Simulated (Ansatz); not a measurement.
# InP2: start and end of a relaxation

The cell of InP2 is invented: 4-, 6-connected net, elements by coordination (R-3m, No. 166). Lengths were set from tabulated atomic sizes, so they are only a guess.

start:

Space group R-3m:H (No. 166). a = 3.744 Å, b = 3.744 Å, c = 14.404 Å, α = 90.00°, β = 90.00°, γ = 120.00°
```
atom  site  symmetry       x       y       z
  In    3a       -3m  0.0000  0.0000  0.0000
   P    6c        3m  0.3333  0.6667  0.0827
```

Computed with DFT PBE, scalar-relativistic, plane waves, PAW in Ansatz 0.2.0. Cutoff 420 eV, Gaussian smearing, Γ-centred meshes. Cell and atoms relax first on a coarse mesh and then on a finer one. In between, the cell is made exact in the group found at 0.06 Å. In metals the finer mesh still leaves noise of several meV/atom or more. The steps can't lower the symmetry of their start. No spin polarisation.

end:

Space group R-3m:H (No. 166). a = 4.092 Å, b = 4.092 Å, c = 14.511 Å, α = 90.00°, β = 90.00°, γ = 120.00°
```json
{"atom": "In", "site": "3a", "symmetry": "-3m", "x": "0.0000", "y": "0.0000", "z": "0.0000"}
{"atom": "P", "site": "6c", "symmetry": "3m", "x": "0.6667", "y": "0.3333", "z": "0.7614"}
```

The symmetry stays R-3m (No. 166). The volume per atom grows by 20.3 %, from 19.4 to 23.4 Å³. The shortest distance goes from 2.42 Å (P–P) to 2.09 Å (P–P). The energy falls by about 0.55 eV/atom (the start's value is from the coarse mesh).

```json
{
 "Volume per atom": "23.38 Å³",
 "Density": "4.18 g/cm³",
 "Formation energy": "+0.04 eV/atom",
 "Gap on the 12×12×12 mesh of the 3-atom cell": "0 eV (a metal)"
}
```

Formation energies are uncorrected and refer to the elements' standard structures at the same level. The references include black phosphorus. A positive value: parting into the elements would lower its energy.

The last run used Gaussian smearing of 0.10 eV. For metals, differences of a few meV/atom aren't resolved. An odd number of electrons in the primitive cell allows no gap without spin; a larger cell or a magnetic state could open one. The cell is a metal run without spin; a magnetic state may lie lower. The reference form of P is held partly by dispersion forces, which this level lacks. A structure relaxed within its symmetry needn't be a true minimum. In all, the 3 runs took 3.8 min on 1 thread of Intel(R) Xeon(R) Processor @ 2.50GHz (Skylake/Cascade Lake) (shared host).
